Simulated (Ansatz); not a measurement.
Consider the following.

CsH:
```cif
data_HCs
_chemical_formula_sum 'Cs1 H1'
_space_group_name_H-M_alt 'P 1'
_space_group_IT_number 1
_cell_length_a 4.51199
_cell_length_b 4.51199
_cell_length_c 4.51199
_cell_angle_alpha 60.000
_cell_angle_beta 60.000
_cell_angle_gamma 60.000
loop_
_space_group_symop_operation_xyz
  'x, y, z'
loop_
_atom_site_label
_atom_site_type_symbol
_atom_site_fract_x
_atom_site_fract_y
_atom_site_fract_z
_atom_site_occupancy
Cs1 Cs 0.00000 0.00000 0.00000 1
H1 H 0.50000 0.50000 0.50000 1
```

This is the r²SCAN-relaxed structure.

Question: All from the program Ansatz at the r²SCAN level (PAW), unless another level is named. Give the zero-point energy.

Answer: 51.9 meV/atom.

Question: Give the Hill bulk and shear moduli.

Answer: 9.6 and 6.6 GPa.

Question: Give the highest zone-centre frequency (without LO–TO term).

Answer: 402 cm^-1.

Question: Give the elastic constants (relaxed ions, GPa).

Answer: C11 = 24.5, C12 = 2.2, C44 = 4.6.

Space group Fm-3m (rock salt). The first step of the workflow began from a Materials Project structure, measured or hypothetical; the Crystallography Open Database files this formula in space group No. 225, but the cells were not matched. Whether it is the stable phase at ambient conditions was not checked. The cell was relaxed with r²SCAN under the symmetry of its start; phonons on a q-mesh show no instability. Scalar-relativistic: spin–orbit coupling is off unless named, which matters more the heavier the elements.

Potentials: the later of the program's two PAW sets.
